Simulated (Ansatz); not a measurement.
Starting cell, Zn (hcp, Mg type):

```
CELL_PARAMETERS angstrom
      2.62263     0.00000     0.00000
     -1.31132     2.27126     0.00000
      0.00000     0.00000    10.37737
ATOMIC_POSITIONS crystal
  Zn 0.33333 0.66667 0.37500
  Zn 0.33333 0.66667 0.87500
  Zn 0.66667 0.33333 0.12500
  Zn 0.66667 0.33333 0.62500
```

The atoms are displaced by Q × the pattern below (from a DFPT mode at A = (0.0, 0.0, 0.5), largest move 1; Q in Å), at fixed cell. It is one choice among 2 degenerate patterns. (q is in reciprocal vectors of the primitive cell; the cell shown is doubled to hold the pattern.)

| atom | x | y | z |
|---|---|---|---|
| Zn1 | 0.000 | 0.000 | 1.000 |
| Zn2 | 0.000 | 0.000 | -1.000 |

Atoms not listed stay in place.

Method: PBE (plane waves to 420 eV, PAW, scalar-relativistic; Ansatz, an electronic-structure program). k mesh 20×20×5 (Γ-centred), Fermi-Dirac smearing 0.05 eV. E stands for the smeared free energy. Stress and pressure are positive under compression. With partly filled bands, energies and forces of such displacements shift with the k mesh and the smearing. Zn was relaxed with its symmetry unable to fall. ΔE is measured from the undisplaced structure.

Task: Predict the ΔE (eV/cell) and P (GPa) at Q (Å) = -0.233, -0.187, -0.047, 0.140, 0.233, 0.280.

Result: 
```
Q (Å)   ΔE (eV/cell)  P (GPa)
------  ------------  -------
-0.233         0.082      1.2
-0.187         0.052      0.7
-0.047         0.003      0.0
0.140          0.029      0.4
0.233          0.082      1.2
0.280          0.119      1.7
```

(For displaced atoms, the force is minus the slope of the energy, and its curvature is a force constant, which sets phonon frequencies.)
